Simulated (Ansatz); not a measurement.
**Does relaxation matter for the field gradients of BaTiO3 with nitrogen replacing O?**

Start: a supercell of BaTiO3 (cubic perovskite type, Pm-3m) built from a measured structure from the Crystallography Open Database (COD), with all atoms left at the host's positions.

```cif
data_Ba8Ti8NO23
_symmetry_space_group_name_H-M 'P4/mmm'
_symmetry_Int_Tables_number 123
_cell_length_a 8.0120
_cell_length_b 8.0120
_cell_length_c 8.0120
_cell_angle_alpha 90.000
_cell_angle_beta 90.000
_cell_angle_gamma 90.000
loop_
_atom_site_label
_atom_site_type_symbol
_atom_site_symmetry_multiplicity
_atom_site_Wyckoff_symbol
_atom_site_fract_x
_atom_site_fract_y
_atom_site_fract_z
Ba1 Ba 4 j 0.2500 0.2500 0.0000
Ba5 Ba 4 k 0.2500 0.2500 0.5000
Ti9 Ti 2 g 0.0000 0.0000 0.7500
Ti10 Ti 4 i 0.0000 0.5000 0.7500
Ti12 Ti 2 h 0.5000 0.5000 0.7500
N N 1 a 0.0000 0.0000 0.0000
O18 O 2 f 0.0000 0.5000 0.0000
O20 O 1 c 0.5000 0.5000 0.0000
O21 O 1 b 0.0000 0.0000 0.5000
O22 O 2 e 0.0000 0.5000 0.5000
O24 O 1 d 0.5000 0.5000 0.5000
O25 O 8 s 0.2500 0.0000 0.7500
O26 O 8 t 0.2500 0.5000 0.7500
```

One atom of each set is listed.

Method: Kohn–Sham DFT in Ansatz, PBE, plane waves and PAW, scalar-relativistic, collinear spin, 420 eV cutoff, Γ-centred 3×3×3 k-points, Fermi–Dirac smearing 0.01 eV. Start moments as typed (μB): 1 on each N, none on the rest.

The largest force at the start is 0.25 eV/Å. Relaxing the ions at fixed cell moves them by 0.019 Å at most (atom 1, Ba) and 0.008 Å rms.

```csv
site,moved (Å),first shell before,first shell after,V_zz before (10²¹ V/m²),η before
Ba1,0.019,"1 N at 2.83 Å, 11 O at 2.83 Å","11 O at 2.81–2.84 Å, 1 N at 2.85 Å",0.35,0.80
Ba5,0.002,12 O at 2.83 Å,12 O at 2.83 Å,-0.25,0.82
Ti9,0.004,"1 N at 2.00 Å, 5 O at 2.00 Å","5 O at 2.00–2.01 Å, 1 N at 2.01 Å",-3.17,0.00
Ti10,0.001,6 O at 2.00 Å,6 O at 1.99–2.01 Å,-0.083,0.05
Ti12,0.008,6 O at 2.00 Å,6 O at 1.99–2.01 Å,0.037,0.00
N,0.000,"2 Ti at 2.00 Å, angle 180°","2 Ti at 2.01 Å, angle 180°",-5.40,0.00
O18,0.000,"2 Ti at 2.00 Å, angle 180°","2 Ti at 2.00 Å, angle 180°",2.43,0.21
O20,0.000,"2 Ti at 2.00 Å, angle 180°","2 Ti at 2.01 Å, angle 180°",2.42,0.00
O22,0.000,"2 Ti at 2.00 Å, angle 180°","2 Ti at 2.00 Å, angle 180°",2.37,0.30
O24,0.000,"2 Ti at 2.00 Å, angle 180°","2 Ti at 1.99 Å, angle 180°",2.59,0.00
```

Task: What are V_zz and η after the relaxation?

Result: 

```json
{"site": "Ba1", "V_zz after": "0.30", "η after": "0.69", "change of V_zz": "-0.05"}
{"site": "Ba5", "V_zz after": "-0.053", "η after": "0.82", "change of V_zz": "–"}
{"site": "Ti9", "V_zz after": "-3.58", "η after": "0.00", "change of V_zz": "-0.41"}
{"site": "Ti10", "V_zz after": "-0.57", "η after": "0.39", "change of V_zz": "-0.48"}
{"site": "Ti12", "V_zz after": "0.19", "η after": "0.00", "change of V_zz": "+0.15"}
{"site": "N", "V_zz after": "-5.45", "η after": "0.00", "change of V_zz": "-0.05"}
{"site": "O18", "V_zz after": "2.41", "η after": "0.07", "change of V_zz": "-0.02"}
{"site": "O20", "V_zz after": "2.53", "η after": "0.00", "change of V_zz": "+0.11"}
{"site": "O22", "V_zz after": "2.39", "η after": "0.23", "change of V_zz": "+0.02"}
{"site": "O24", "V_zz after": "2.51", "η after": "0.00", "change of V_zz": "-0.08"}
```

The largest change of V_zz along a kept axis is on Ti10, from -0.083 to -0.57. In per cent, |V_zz| changes by +13 on Ti, +1 on N, -3 to +4 on O (all sites that start above 2). On Ba5 the largest principal value lies along another axis in the second run, so the two V_zz can't be compared directly. The table leaves out 3 of the 13 sites, with |V_zz| up to 2.60; their tensors move by 0.08 at most along any direction. The statements above cover all sites.

The defect repeats with the cell of 40 atoms, so it feels its images: sites between two images don't show the values beside a lone defect, and zeros or small values of η there can come from the images' arrangement. O carries a gradient in the pure host already, so the values there aren't the defect's effect alone. This high-symmetry form of BaTiO3 is unstable when cold, to polar off-centring of Ti. The symmetry of the cell holds that distortion back, wholly or in part, and it would change the field gradients, the more the larger the distortion. The defect cell has no gap above 0.1 eV on its mesh, so the values can hang on the smearing and the k-mesh. Without spin–orbit coupling (the program notes it for Ba) the gradients can shift somewhat, as the gap is small.
Before: The neighbours have not yet relaxed around the defect (largest force 0.25 eV/Å), so a real crystal will differ.
After: The relaxation keeps the site symmetry 4/mmm of the start, so the impurity can't leave its site, and an angle of 180° at it is imposed, not found; a distortion that would localise the partly filled state isn't explored.
